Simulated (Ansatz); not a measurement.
The relaxed structure here is a generated cell of Ti2AlC: the first start was made by placing the elements on the sites of a structure type, and the end was not matched to a known phase here, so it may be hypothetical.

One starting cell of Ti₂AlC (a generated cell, Ti2AlC built in the AFLOW prototype ABC2_hR4_166_a_b_c (F5_1, as in NaCrS2)) was relaxed twice with Ansatz (plane waves, PAW, scalar-relativistic): with PBEsol at 420 eV and with PBE at 420 eV. The PBEsol result:

```
CELL_PARAMETERS angstrom
      1.51905     0.87703     6.84726
     -1.51905     0.87703     6.84726
      0.00000    -1.75405     6.84726
ATOMIC_POSITIONS crystal
  C  0.00000 0.00000 0.00000
  Al 0.50000 0.50000 0.50000
  Ti 0.27801 0.27801 0.27801
  Ti 0.72199 0.72199 0.72199
```

```csv
quantity,PBEsol,PBE
space group,R-3m,R-3m
volume (Å³/atom),13.68,___
a (Å),3.038,___
c (Å),20.542,___
"gap (eV, no spin-orbit coupling)",0.00,___
```

Task: What does PBE give for the same quantities?

Result: 
- volume (Å³/atom), PBE: 14.06
- a (Å), PBE: 3.067
- c (Å), PBE: 20.705
- gap (eV, no spin-orbit coupling), PBE: 0.00

Both levels end in the same structure; PBE's volume is 2.7 % larger. Neither column is exact.

No spin polarisation in the result. The relaxed primitive cell holds an odd number of electrons. A magnetic state may lie lower.

The run could not lose the symmetry of its start; a randomly shaken copy of 8 atoms returns to this structure.

Ansatz is a program for electronic structure.
